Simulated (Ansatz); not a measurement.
CaF$_{2}$:
```
CaF2
1.0
    0.00000     2.73413     2.73413
    2.73413     0.00000     2.73413
    2.73413     2.73413     0.00000
Ca F
1 2
Direct
  0.00000   0.00000   0.00000
  0.75000   0.75000   0.75000
  0.25000   0.25000   0.25000
```

Relaxed with HSE06.

### Question
Give the Bader charges and basin volumes of the independent atoms, plane-wave PAW HSE06 (Ansatz code).

### Answer


```tsv
atom	Bader charge (e)	Bader volume (Å³)
Ca1	+1.72	11.4
F2	-0.86	14.6
```

Space group Fm-3m (fluorite). The HSE06 relaxation kept the symmetry of its start.

Potentials: the earlier of the program's two PAW sets. The files were generated under PBE; for other functionals the program regenerates the frozen cores, and for LDA and PBEsol the local potential too.
